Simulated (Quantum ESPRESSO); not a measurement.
**Band energies of Mo**

```
Mo
1.0
   -1.58381     1.58381     1.58381
    1.58381    -1.58381     1.58381
    1.58381     1.58381    -1.58381
Mo
1
Direct
  0.00000   0.00000   0.00000
```

PBEsol (Quantum ESPRESSO, PseudoDojo norm-conserving, 80 Ry, without SOC); path ΓHNΓPH,PN; energies in eV from the Fermi level.

```csv
k (1/Å),point,band 3,band 4,band 5,band 6,band 7,band 8,band 9,band 10
0.00,Γ,-34.54,-34.54,-7.23,-1.34,-1.34,-1.34,1.60,1.60
0.31,,-34.59,-34.59,-6.70,-1.37,-1.37,-1.11,0.93,1.85
0.73,,-34.80,-34.80,-4.81,-1.22,-1.16,-1.16,-0.09,2.68
1.04,,-35.03,-35.03,-3.66,-2.89,-0.46,-0.46,1.07,3.48
1.46,,-35.31,-35.31,-4.56,-4.26,1.43,1.43,2.78,5.94
1.88,,-35.45,-35.45,-5.32,-5.30,3.72,3.72,3.85,8.73
1.98,H,-35.46,-35.46,-5.35,-5.35,3.90,3.90,3.90,8.91
2.20,,-35.43,-35.41,-5.20,-5.15,3.01,3.18,3.94,8.82
2.63,,-35.25,-35.07,-4.37,-3.59,-0.38,0.48,4.22,7.64
3.06,,-35.03,-34.67,-4.84,-2.77,-0.78,0.81,4.55,4.67
3.39,N,-34.96,-34.55,-5.26,-3.34,1.53,1.63,2.24,4.65
3.82,,-34.87,-34.54,-5.00,-2.98,-0.55,1.46,1.99,2.82
4.25,,-34.68,-34.54,-5.85,-2.09,-1.58,0.11,1.02,1.68
4.57,,-34.56,-34.54,-6.98,-1.49,-1.37,-1.10,1.40,1.61
4.79,Γ,-34.54,-34.54,-7.23,-1.34,-1.34,-1.34,1.60,1.60
4.99,,-34.54,-34.54,-7.01,-1.44,-1.44,-1.09,1.52,1.52
5.29,,-34.59,-34.59,-5.96,-1.95,-1.95,0.24,1.38,1.38
5.70,,-34.73,-34.73,-3.94,-2.83,-2.83,1.69,1.69,3.64
6.10,,-34.95,-34.95,-3.07,-3.07,-2.31,2.17,2.17,7.72
6.41,,-35.15,-35.15,-2.76,-2.76,-2.33,2.35,2.35,9.38
6.51,P,-35.21,-35.21,-2.60,-2.60,-2.60,2.36,2.36,9.36
6.79,,-35.37,-34.88,-3.51,-2.23,-2.23,2.26,2.26,9.57
7.17,,-35.48,-34.71,-3.59,-2.51,-2.51,2.08,2.08,9.97
7.46,,-35.50,-34.87,-3.46,-3.46,-2.23,2.38,2.38,10.22
7.84,,-35.48,-35.26,-4.80,-4.80,1.15,3.29,3.29,9.67
8.22,H,-35.46,-35.46,-5.35,-5.35,3.90,3.90,3.90,8.91
8.22,P,-35.21,-35.21,-2.60,-2.60,-2.60,2.36,2.36,9.36
8.42,,-35.19,-35.01,-3.03,-2.92,-1.96,2.28,2.35,9.51
8.82,,-35.05,-34.67,-4.46,-3.34,-0.10,1.86,2.28,6.74
9.22,N,-34.96,-34.55,-5.26,-3.34,1.53,1.63,2.24,4.65
```

A metal at this level: along this path bands 7, 8, 9 cross the Fermi level.

Spin-orbit splittings are left out.

Geometry of the Materials Project entry, not relaxed at this level.
